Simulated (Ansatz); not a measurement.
Relaxed-ion elastic tensor of Li₂Pd in space group P6/mmm (No. 191; Pd on 1a, Li on 2d) in GPa (Voigt order), PBEsol (plane waves, PAW; program Ansatz); density 4.91 g/cm³, 13.56 Å³ per atom.

```
83.1  35.2  26.4   0.0   0.0   0.0
35.2  83.1  26.4   0.0   0.0   0.0
26.4  26.4   175   0.0   0.0   0.0
 0.0   0.0   0.0  15.4   0.0   0.0
 0.0   0.0   0.0   0.0  15.4   0.0
 0.0   0.0   0.0   0.0   0.0  24.0
```

**Question.** Is the crystal mechanically stable?

**Answer.** Yes: the smallest eigenvalue of C is 15.4 GPa.

**Question.** Work out the Voigt, Reuss and Hill averages.

**Answer.** K_V = 57.5, K_R = 53.2, K_H = 55.3; G_V = 27.8, G_R = 21.6, G_H = 24.7 GPa.

**Question.** Give Young's modulus, Poisson's ratio, Pugh's ratio and the universal anisotropy index.

**Answer.** E = 9KG/(3K + G) = 64.6 GPa; ν = 0.31; K/G = 2.24 (ductile by the Pugh limit of 1.75); A_U = 5G_V/G_R + K_V/K_R − 6 = 1.51.

**Question.** Estimate the sound speeds and the Debye temperature.

**Answer.** v_l = √((K + 4G/3)/ρ) = 4240 m/s, v_t = √(G/ρ) = 2240 m/s, mean 2510 m/s; Θ = (h/k)(3n/4πV)^(1/3) v_m = 313 K.

**Question.** Solve the Christoffel equation for the three sound speeds along x, y, z.

**Answer.** Eigenvalues of C_ijkl n_j n_l equal ρv². In km/s, slowest first: x 1.77, 2.21, 4.11; y 1.77, 2.21, 4.11; z 1.77, 1.77, 5.97.

**Question.** How much does each axis shrink under pressure?

**Answer.** Linear compressibilities β_i = Σ_j S_ij (j = 1 to 3): x 7.7, y 7.7, z 3.4 per TPa.

The workflow started from an entry of the Crystallography Open Database (COD). Its standing as an ambient phase is unchecked. Symmetry was held in the PBEsol relaxation. At this level the phase is dynamically unstable (imaginary phonons). The run is not spin-polarised. As this level gives no gap, shear constants depend on the k-mesh and smearing (Fermi–Dirac, 0.1 eV here). On the denser mesh and wider smearing of the elastic run this cell carries a stress of 0.5 GPa.

Potentials: the later of the program's two PAW sets.
